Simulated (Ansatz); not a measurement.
Values for one crystal, relaxed and computed with PBE in the plane-wave PAW code Ansatz; other levels are named.

| Quantity | Value |
|---|---|
| Volume per atom | 14.76 Å³ |
| Band gap | 0.21 eV (indirect) |
| Smallest direct gap on the standard path | 0.61 eV |
| Valence-band maximum | at Γ |
| Hole effective mass, band 3 of 3 at the edge | 0.17 along [100], 0.22 along [110], 0.25 along [111] (mₑ) |
| Conduction-band minimum | at X (3 equivalent valleys) |
| Electron effective mass | 0.11, 0.11, 1.3 mₑ (principal values) |

### Question
Which of these materials gives this?
A. BaHfO3, cubic perovskite
B. MgO, rock salt
C. YN, rock salt
D. Ga2O3, Pnma (Pearson symbol oP20)

### Answer
C, YN, rock salt

Space group Fm-3m (rock salt). The PBE relaxation kept the symmetry of its start. No spin polarisation was allowed. Spin–orbit coupling is left out wherever it is not named.

Potentials: the later of the program's two PAW sets.
